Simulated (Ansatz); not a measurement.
Values for one crystal, relaxed and computed with LDA (plane waves, PAW; program Ansatz); other levels are named.

| Property | Value |
|---|---|
| Volume per atom | 15.59 Å³ |
| Electronic character | metallic (no gap) |
| Elastic constants (relaxed ions, GPa) | C11 = 202, C12 = 101, C13 = 76.3, C33 = 251, C44 = 54.6 |
| Bulk modulus (Birch–Murnaghan fit) | 129 GPa |
| Debye temperature from the elastic constants | 474 K |
| Density of states at the Fermi level | 0.41 states/eV per atom (mean over ±0.08 eV) |
| Pressure derivative B′ | 3.7 |

Q: Pick the material that matches.
A. TiRh, L1₀ or tetragonal B2
B. TiRh3, Cu3Au type
C. AlNi, CsCl type
D. Ti3Al, P6_3/mmc (Al on 2c, Ti on 6h)

A: D, Ti3Al, P6_3/mmc (Al on 2c, Ti on 6h)

Symmetry was held in the LDA relaxation. No spin polarisation was allowed. As this level gives no gap, shear constants depend on the k-mesh and smearing (Fermi–Dirac, 0.1 eV here).

Potentials: the later of the program's two PAW sets.
